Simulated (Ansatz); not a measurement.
# Profile along the Co–Co line in Co (hcp, Mg type)

Co (hcp, Mg type)

```xyz
2
Lattice="2.4939 0.0000 0.0000 -1.2470 2.1598 0.0000 0.0000 0.0000 4.0318" Properties=species:S:1:pos:R:3 pbc="T T T"
Co     0.0000     1.4399     3.0239
Co     1.2470     0.7199     1.0080
```

Fields along a shortest Co–Co line of a (1 -1 0 0) plane (2.49 Å), from Co to Co, interpolated on the slice's grid (step about 0.1 Å). Level of theory: PBE (plane waves to 420 eV, PAW, scalar-relativistic; Ansatz, an electronic-structure program). k mesh 21×21×12. Near the nuclei the fields are pseudised (PAW); where an atom keeps semicore shells as valence, they peak there. Co was relaxed with its symmetry unable to fall. Relaxed Co ends ferromagnetic. Other magnetic orders were not checked, so this need not be the ground state.

| distance from Co (Å) | valence electron density (e/Å³) | spin density, up minus down (e/Å³) | electron localisation function | ELF of the up spins | ELF of the down spins |
|---|---|---|---|---|---|
| 0.00 | 56.99 | 7.61 | x | x | x |
| 0.12 | 48.82 | 6.38 | x | x | x |
| 0.25 | 31.30 | 3.86 | x | x | x |
| 0.37 | 16.00 | 1.80 | x | x | x |
| 0.50 | 7.16 | 0.76 | x | x | x |
| 0.62 | 3.13 | 0.35 | 0.37 | 0.37 | 0.37 |
| 0.75 | 1.43 | 0.16 | 0.23 | 0.25 | 0.20 |
| 0.87 | 0.72 | 0.06 | 0.17 | 0.19 | 0.15 |
| 1.00 | 0.45 | 0.01 | 0.17 | 0.17 | 0.18 |
| 1.12 | 0.36 | -0.01 | 0.23 | 0.18 | 0.29 |
| 1.25 | 0.34 | -0.01 | 0.26 | 0.20 | 0.33 |
| 1.37 | 0.36 | -0.01 | 0.23 | 0.18 | 0.29 |
| 1.49 | 0.45 | 0.01 | 0.17 | 0.17 | 0.18 |
| 1.62 | 0.72 | 0.06 | 0.17 | 0.19 | 0.15 |
| 1.74 | 1.43 | 0.16 | 0.23 | 0.25 | 0.20 |
| 1.87 | 3.13 | 0.35 | 0.37 | 0.37 | 0.37 |
| 1.99 | 7.16 | 0.76 | x | x | x |
| 2.12 | 16.00 | 1.80 | x | x | x |
| 2.24 | 31.30 | 3.86 | x | x | x |
| 2.37 | 48.82 | 6.38 | x | x | x |
| 2.49 | 56.99 | 7.61 | x | x | x |

x: too close to a nucleus for the ELF to mean much.

Density on the Co–Co line (2.49 Å) at its midpoint: 0.34 e/Å³. ELF at that point: 0.3.
